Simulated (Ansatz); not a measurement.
Rh (simple cubic): energy against volume

The calculation used Ansatz 0.2.0, DFT, r2SCAN, plane waves (500 eV) with PAW, scalar-relativistic. (PAW data from PBE, frozen cores regenerated.)

The cell is scaled uniformly from the relaxed one, with fractional coordinates and shape fixed. Energies are extrapolated to zero smearing, pressures are those at the given smearing. Magnetic state: spin not included.

A Birch-Murnaghan fit gives V₀ = 15.84 Å³/atom, B₀ = 203 GPa, B₀′ = 5.0.

(1) What are the energy above the minimum and the pressure at 14.615 Å³/atom?

(2) What are the energy above the minimum and the pressure at 16.522 Å³/atom?

(3) What are the energy above the minimum and the pressure at 17.793 Å³/atom?

Results:

(1) 70.9 meV/atom and 20.48 GPa as computed.

(2) 17.0 meV/atom and -7.28 GPa as computed.

(3) 120.7 meV/atom and -17.16 GPa as computed.
